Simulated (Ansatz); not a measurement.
LaAl₂Ge₂ in space group P-3m1 (No. 164; La on 1a, Al on 2d, Ge on 2d), plane-wave PAW PBE (Ansatz code), all energies at zero smearing, with the estimated change up to a 700 eV cutoff added, with one set of potentials and settings (totals compare only within such a set). Cell of 5 atoms (1 La, 2 Al, 2 Ge): -15917.453 eV.

```json
[
 {"element": "La", "reference phase": "P6_3/mmc, 4 atoms in the cell", "E (eV/atom)": "-6250.0953"},
 {"element": "Al", "reference phase": "Fm-3m, 1 atoms in the cell", "E (eV/atom)": "-537.5049"},
 {"element": "Ge", "reference phase": "Fd-3m, 2 atoms in the cell", "E (eV/atom)": "-4294.9847"}
]
```

Formation energy per atom, worked out: (-15917.453 − 1×(-6250.0953) − 2×(-537.5049) − 2×(-4294.9847))/5 = -0.476 eV/atom (-46 kJ per mol of atoms), at 0 K, without zero-point energy or fitted corrections.

The first step of the workflow began from a Materials Project structure, measured or hypothetical; the Crystallography Open Database files this formula in space group No. 164, but the cells were not matched. Whether it is the stable phase at ambient conditions was not checked. The PBE relaxation kept the symmetry of its start; whether a distortion lowers the energy is not shown. The references are the lowest solids computed at this level, not always the standard phases. Spin–orbit coupling is left out wherever it is not named.

Potentials: the later of the program's two PAW sets.
